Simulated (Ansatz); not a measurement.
Here is an unrelaxed guess for Zr2PdS3.

```
Zr Pd S
1.0
     3.95566    0.00000    0.00000
     0.00000    3.95566    0.00000
     0.00000    0.00000    6.57999
Zr Pd S
2 1 3
Direct
  0.50000 0.00000 0.26714
  0.00000 0.50000 0.73286
  0.50000 0.50000 0.00000
  0.00000 0.00000 0.00000
  0.50000 0.00000 0.67563
  0.00000 0.50000 0.32437
```

The calculation used Ansatz 0.2.0, DFT PBE, scalar-relativistic, plane waves, PAW. Settings: cutoff 420 eV, Γ-centred mesh 4×4×4 on the computed 6-atom cell, Gaussian smearing of 0.10 eV; no spin polarisation.

Formation energies are uncorrected and refer to the elements' standard structures at the same level.

Question: What does a single point on this coarse mesh give?

Answer: The pressure is 5.0 GPa (the mean over three directions, positive in compression), the largest force is 1.88 eV/Å, and the energy is −1.06 eV/atom against the elements. The shortest distance is 2.65 Å.

Question: How much does it gain on relaxing, and where does it end?

Answer: Relaxing gains about 0.22 eV/atom (the start's value is from the coarse mesh, so the gain is rough) in 20 ionic steps and ends at −1.28 eV/atom on the finer mesh. The symmetry stays P-4m2 (No. 115). The volume per atom stays near 17.2 Å³. The shortest distance goes from 2.65 Å (Zr–Pd and Zr–S) to 2.57 Å (Pd–S). The ratio c/a of the conventional cell changes by a factor of 1.29. Conventional cell: a = 3.636 Å, c = 7.787 Å. Zr has 7 S at 2.67–2.83 Å and 2 Pd at 2.83 Å; Pd is surrounded by 4 S at 2.57 Å and 4 Zr at 2.83 Å; around S on a site of symmetry -4m2 lie 4 Pd at 2.57 Å and 4 Zr at 2.83 Å; 1 more site not described.

The last run used a 10×10×6 mesh (in the run's order of axes) for its 6-atom cell and Gaussian smearing of 0.10 eV. The reference form of S is held partly by dispersion forces, which this level lacks. The relaxation can't lower the symmetry of the start. A structure relaxed within its symmetry needn't be a true minimum.
